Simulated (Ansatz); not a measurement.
An Ansatz (a quantum-chemistry and plane-wave program) run. Input:

Ansatz 0.2 input:
```yaml
crystal:
  lattice:
    - [3.9674932699, 0.0, 0.0]
    - [0.0, 3.9674932699, 0.0]
    - [0.0, 0.0, 5.601152555]
  atoms:
    - { symbol: Si, position: [0.0, 0.0, 0.0] }
    - { symbol: Ge, position: [0.5, 0.0, 0.2443109414] }
    - { symbol: Ge, position: [0.5, 0.5, 0.5] }
    - { symbol: Ge, position: [0.0, 0.5, 0.7556890586] }
kpoints:
  mp_grid: { grid: [6, 6, 4] }
  band_path:
    path:
      - [[0.0, 0.0, 0.0], [0.0, 0.5, 0.0], [0.5, 0.5, 0.0], [0.0, 0.0, 0.0], [0.0, 0.0, 0.5], [0.0, 0.5, 0.5], [0.5, 0.5, 0.5], [0.0, 0.0, 0.5]]  # Γ-X-M-Γ-Z-R-A-Z
      - [[0.0, 0.5, 0.0], [0.0, 0.5, 0.5]]  # X-R
      - [[0.5, 0.5, 0.0], [0.5, 0.5, 0.5]]  # M-A
      - [VBM, CBM]
    npoints: 8
hamiltonian:
  xc: r2scan
  pseudopotentials: { kind: paw }
magnetization: { noncollinear: true, spin_orbit: true }
scf:
  n_extra_bands: 12
  convergence: { dr2_threshold: 0.0000000001 }
  occupations: { method: gaussian, width: 0.01 }
checkpoint: { write: soc.run }
output: { eigenvalues: true }
```

Output (shortened):

```
Pseudopotentials: kind: paw_fr
Pseudopotential: Si, paw_fr, valence charge 4
Pseudopotential: Ge, paw_fr, valence charge 14
Functional definition: r2SCAN
non-collinear run that drives no moment, with spin-orbit …
Crystal: 4 atoms, lattice volume = 88.168 Å³
Basis set: ecut = 500 eV, 2245 PW (Γ), exchange–correlation on 120×120×180 points (64 copies of the dense FFT grid, shifted against one another)
Bands: 58, of which v1, the nominal top of the filled ones, is band 46 counted from 1 (45 counted from 0)
Symmetry: 8 space group operations + 8 with time reversal
k-points: 30 of 144 (time reversal used)
Projection manifold: j_resolved (fully-relativistic pseudo-atomic orbitals)
PAW frozen core: Si, regenerated for the run's functional
PAW frozen core: Ge, regenerated for the run's functional
Initial density: superposition of atomic densities (chi_scale 0.1, normalization cell, long waves kept (reshape's long-wave potential 0.01 eV rms))
Initial wavefunctions: pseudopotential atomic-orbital guess
Eigensolver: davidson
Functional: x = r2scan, c = r2scan; τ floored in thin density (d = 2e-4 eV/Å³)
iter 1 solved again at ethr=2.32e-3 eV; its pass at ethr=3.10e-3 eV (dr2=1.07e0 eV) is discarded
SCF iter   1: F=—  HF=-13539.223272 eV  |F-HF|=—  |Δ(HF+E_count)|=         —  Δρ=3.88e-2  dr2=1.07e0  dr2_τ=3.65e-3  dr2_m=0.00e0 (ungated)  ethr=2.32e-3  |M|=0.00e0 ∫|m|=0.00e0 μB  |m|>n=0.0e0 m-floor=0.0e0 τ_xc=0.0e0  β_m=0.30  ⟨swp⟩=1.2  Hψ=9953  notcnv=0
all-band conjugate gradients solve this SCF's bands
preconditioner: auto → Resta (q_TF=auto, 2.448 Å⁻¹)
spin=Noncollinear: Resta preconditioning applied to the charge; magnetization (m_x, m_y, m_z) channels mix plain (no charge-response kernel on spin).
SCF iter   2: F=—  HF=-13539.252141 eV  |F-HF|=—  |Δ(HF+E_count)|=   2.89e-2  Δρ=2.93e-2  dr2=6.11e-1  dr2_τ=7.06e-4  dr2_m=0.00e0 (ungated)  ethr=2.32e-3  |M|=0.00e0 ∫|m|=0.00e0 μB  |m|>n=0.0e0 m-floor=0.0e0 τ_xc=0.0e0  β_m=0.65  ⟨swp⟩=1.3  Hψ=1758  notcnv=0
SCF iter   3: F=—  HF=-13539.339505 eV  |F-HF|=—  |Δ(HF+E_count)|=   8.74e-2  Δρ=1.95e-3  dr2=6.30e-3  dr2_τ=1.65e-5  dr2_m=0.00e0 (ungated)  ethr=1.33e-3  |M|=0.00e0 ∫|m|=0.00e0 μB  |m|>n=0.0e0 m-floor=0.0e0 τ_xc=0.0e0  β_m=0.62  ⟨swp⟩=3.0  Hψ=2279  notcnv=0  defer=2
SCF iter   4: F=—  HF=-13539.339310 eV  |F-HF|=—  |Δ(HF+E_count)|=   1.96e-4  Δρ=1.25e-3  dr2=1.18e-3  dr2_τ=2.47e-6  dr2_m=0.00e0 (ungated)  ethr=1.37e-5  |M|=0.00e0 ∫|m|=0.00e0 μB  |m|>n=0.0e0 m-floor=0.0e0 τ_xc=0.0e0  β_m=0.79  ⟨swp⟩=3.0  Hψ=3716  notcnv=0  defer=24
SCF iter   5: F=—  HF=-13539.340043 eV  |F-HF|=—  |Δ(HF+E_count)|=   7.33e-4  Δρ=3.55e-4  dr2=8.71e-5  dr2_τ=6.03e-7  dr2_m=0.00e0 (ungated)  ethr=2.57e-6  |M|=0.00e0 ∫|m|=0.00e0 μB  |m|>n=0.0e0 m-floor=0.0e0 τ_xc=0.0e0  β_m=0.81  ⟨swp⟩=2.0  Hψ=3312  notcnv=0  defer=24
SCF iter   6: F=—  HF=-13539.340064 eV  |F-HF|=—  |Δ(HF+E_count)|=   2.13e-5  Δρ=5.88e-5  dr2=3.28e-6  dr2_τ=2.10e-8  dr2_m=0.00e0 (ungated)  ethr=1.89e-7  |M|=0.00e0 ∫|m|=0.00e0 μB  |m|>n=0.0e0 m-floor=0.0e0 τ_xc=0.0e0  β_m=0.85  ⟨swp⟩=2.0  Hψ=3096  notcnv=0  defer=24
SCF iter   7: F=—  HF=-13539.340057 eV  |F-HF|=—  |Δ(HF+E_count)|=   6.88e-6  Δρ=1.52e-5  dr2=2.02e-7  dr2_τ=7.67e-10  dr2_m=0.00e0 (ungated)  ethr=7.12e-9  |M|=0.00e0 ∫|m|=0.00e0 μB  |m|>n=0.0e0 m-floor=0.0e0 τ_xc=0.0e0  β_m=0.85  ⟨swp⟩=2.0  Hψ=3096  notcnv=0  defer=24
SCF iter   8: F=—  HF=-13539.340057 eV  |F-HF|=—  |Δ(HF+E_count)|=   5.57e-8  Δρ=7.79e-6  dr2=4.27e-8  dr2_τ=1.32e-10  dr2_m=0.00e0 (ungated)  ethr=4.39e-10  |M|=0.00e0 ∫|m|=0.00e0 μB  |m|>n=0.0e0 m-floor=0.0e0 τ_xc=0.0e0  β_m=0.75  ⟨swp⟩=2.0  Hψ=3096  notcnv=0  defer=24
SCF iter  10: F=-13539.340057 eV  HF=-13539.340057 eV  |F-HF|=0.00e0  |Δ(HF+E_count)|=  3.06e-10  Δρ=3.14e-7  dr2=6.91e-11  dr2_τ=4.59e-13  dr2_m=0.00e0 (ungated)  ethr=1.00e-12  |M|=0.00e0 ∫|m|=0.00e0 μB  |m|>n=0.0e0 m-floor=0.0e0 τ_xc=0.0e0  ⟨swp⟩=4.2  Hψ=4987  notcnv=0
SCF 1 converged in 10 iterations: F = -13539.340057 eV  dr2 = 6.91e-11
NSCF: frozen V_eff on 40 k-points
NSCF: frozen V_eff on 40 k-points
NSCF: frozen V_eff on 40 k-points
NSCF: frozen V_eff on 40 k-points
NSCF: frozen V_eff on 19 k-points
NSCF: frozen V_eff on 26 k-points
NSCF: frozen V_eff on 20 k-points
NSCF: frozen V_eff on 14 k-points
NSCF: frozen V_eff on 12 k-points
NSCF: frozen V_eff on 12 k-points
NSCF: frozen V_eff on 8 k-points
NSCF: frozen V_eff on 11 k-points
NSCF: frozen V_eff on 3 k-points
NSCF: frozen V_eff on 84 k-points
SCF converged after 10 iterations
Magnetization: |M| = 0.0000 μB,  M = (+0.0000, +0.0000, +0.0000) μB
Absolute magnetization: 0.0000 μB (∫|m|)
  site 0: m = (+0.0000, +0.0000, +0.0000) μB, |m| = 0.0000 μB  (R = 0.99 Å)
  site 1: m = (+0.0000, +0.0000, +0.0000) μB, |m| = 0.0000 μB  (R = 0.99 Å)
  site 2: m = (+0.0000, +0.0000, +0.0000) μB, |m| = 0.0000 μB  (R = 1.01 Å)
  site 3: m = (+0.0000, +0.0000, +0.0000) μB, |m| = 0.0000 μB  (R = 0.99 Å)
Free energy (F): -13539.340057 eV
Harris-Foulkes:  -13539.340057 eV  (|F-HF|=0.00e0)
Internal energy: -13539.340057 eV  (E = F + TS)
E sigma→0 (E₀):  -13539.340057 eV
Fermi energy:    8.161263 eV
--- Per-component energies (eV) ---
  E_band       = -483.850200
  E_kinetic    = 373.586294
  E_local      = -7834.812150  (includes V_loc(G=0)·N_el)
  E_nonlocal   = 1285.963520
  E_hartree    = 3456.368783
  E_xc         = -258.900753
  E_vxc        = -253.580781  (∫ρ·V_xc dr)
  E_paw        = -6614.669065  (= ΣΔE_a)
  E_vpaw       = -981.122106  (= ΣTr[D̂ρ^β])
  E_aug_tail   = 0.000047  (compensation charges beyond the density's cutoff)
  E_vtau       = 13.377308  (kinetic-family band-sum trace: ∫τ·v_τ [+ j·A + Jᵃ·Aᵃ] dr)
  E_ewald      = -3943.588647
  E_core_change = -3.288087  (= ΣΔE_core)
  E_smearing   =  0.000000  (= −TS)
  E_closure    = 0.000000  (closes the sum)
  Σ components = -13539.340057   (vs F -13539.340057, Δ=0.00e0)
  [band-id]    e_kinetic+e_local+e_nonlocal+2·e_hartree+e_vxc+e_vpaw+e_augmentation_tail+e_vtau = -483.850302   (vs E_band -483.850200, Δ=-1.03e-4)
--- Band table (eV; the first three rows and the last of 30) ---
  k-point 0: bands = ["-17.6947", "-17.6947", "-17.6865", "-17.6865", "-17.6123", "-17.6123", "-17.6106", "-17.6106", "-17.6038", "-17.6038", "-17.5959", "-17.5959", "-17.1454", "-17.1454", "-17.0907", "-17.0907", "-17.0850", "-17.0850", "-17.0153", "-17.0153", "-16.9944", "-16.9944", "-16.9930", "-16.9930", "-16.9757", "-16.9757", "-16.9509", "-16.9509", "-16.9349", "-16.9349", "-5.2662", "-5.2662", "-1.3090", "-1.3090", "-0.8919", "-0.8919", "4.6266", "4.6266", "4.6642", "4.6642", "7.6674", "7.6674", "7.8925", "7.8925", "7.9180", "7.9180", "8.7535", "8.7535", "8.7987", "8.7987", "9.1867", "9.1867", "10.4607", "10.4607", "10.6069", "10.6069", "10.6495", "10.6495"]
  k-point 1: bands = ["-17.6944", "-17.6944", "-17.6866", "-17.6866", "-17.6125", "-17.6125", "-17.6110", "-17.6110", "-17.6035", "-17.6035", "-17.5957", "-17.5957", "-17.1449", "-17.1449", "-17.0912", "-17.0912", "-17.0848", "-17.0848", "-17.0152", "-17.0152", "-16.9941", "-16.9941", "-16.9923", "-16.9923", "-16.9752", "-16.9752", "-16.9527", "-16.9527", "-16.9348", "-16.9348", "-4.9968", "-4.9968", "-2.8680", "-2.8680", "1.0145", "1.0145", "4.8963", "4.8963", "4.9377", "4.9377", "5.8244", "5.8244", "6.8999", "6.8999", "6.9875", "6.9875", "8.5896", "8.5896", "9.6180", "9.6180", "10.0861", "10.0861", "10.9216", "10.9216", "11.7782", "11.7782", "11.8180", "11.8180"]
  k-point 2: bands = ["-17.6941", "-17.6941", "-17.6868", "-17.6868", "-17.6129", "-17.6129", "-17.6112", "-17.6112", "-17.6031", "-17.6031", "-17.5954", "-17.5954", "-17.1444", "-17.1444", "-17.0918", "-17.0918", "-17.0846", "-17.0846", "-17.0152", "-17.0152", "-16.9936", "-16.9936", "-16.9920", "-16.9920", "-16.9745", "-16.9745", "-16.9546", "-16.9546", "-16.9347", "-16.9347", "-4.3052", "-4.3052", "-4.0614", "-4.0614", "3.0732", "3.0732", "3.6569", "3.6569", "5.5626", "5.5626", "5.5995", "5.5995", "5.8608", "5.8608", "5.8888", "5.8888", "8.8665", "8.8665", "9.2741", "9.2741", "11.0170", "11.0170", "11.1752", "11.1752", "13.7901", "13.7901", "13.8131", "13.8131"]
  k-point 29: bands = ["-17.6892", "-17.6892", "-17.6807", "-17.6807", "-17.6304", "-17.6304", "-17.6060", "-17.6060", "-17.5951", "-17.5951", "-17.5869", "-17.5869", "-17.1131", "-17.1131", "-17.1076", "-17.1076", "-17.0726", "-17.0726", "-17.0268", "-17.0268", "-17.0089", "-17.0089", "-16.9999", "-16.9999", "-16.9791", "-16.9791", "-16.9406", "-16.9406", "-16.9301", "-16.9301", "-1.2255", "-1.2255", "-1.2117", "-1.2117", "-1.1055", "-1.1055", "-0.4196", "-0.4196", "3.7278", "3.7278", "3.7862", "3.7862", "3.8409", "3.8409", "3.8432", "3.8432", "12.4646", "12.4646", "12.5207", "12.5207", "12.6691", "12.6691", "12.7295", "12.7295", "12.8672", "12.8672", "12.8928", "12.8928"]
  band table: 58 of 58 bands, residual norms ≤ 1.0e-3 eV
```

Cost: about 5 core-minutes (a rough figure) on shared cores.

Space group P-4m2. The start of the workflow was typed in or built on a structure type; neither database checked (COD, Materials Project) lists it. Whether it is the stable phase at ambient conditions was not checked. Symmetry was held in the r²SCAN relaxation; its stability against distortions is not shown here.

Potentials: the later of the program's two PAW sets.

Ansatz is a plane-wave DFT program.
